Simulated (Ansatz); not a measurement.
Values for one crystal, relaxed and computed with r²SCAN in the plane-wave PAW code Ansatz; other levels are named.

```yaml
volume_per_atom: 21.40 Å³
band_gap: 0.52 eV (direct)
Pressure derivative B′: 4.5
Formation energy from the elements (no fitted shifts): 0.008 eV/atom
valence_band_maximum: at Γ
Hole effective mass with spin–orbit coupling: 0.13, 0.13, 0.23 mₑ (principal values)
Bulk modulus (Birch–Murnaghan fit): 840 kbar
```

Question: Which of these materials gives this?
(A) SiGe, I-4m2 (Pearson symbol tI20)
(B) SiC, Pm-3n (Si on 6c, C on 6d)
(C) SiO2, rutile
(D) CsGeI3, R3m (Cs on 3a, Ge on 3a, I on 9b)

Answer: A, SiGe, I-4m2 (Pearson symbol tI20)

The start of the workflow was typed in or built on a structure type; neither database checked (COD, Materials Project) lists it. Its standing as an ambient phase is unchecked. The r²SCAN relaxation kept the symmetry of its start; its stability against distortions is not shown here. The references are the lowest solids computed at this level, not always the standard phases. Scalar-relativistic: spin–orbit coupling is off unless named, which matters more the heavier the elements.

Potentials: the later of the program's two PAW sets.
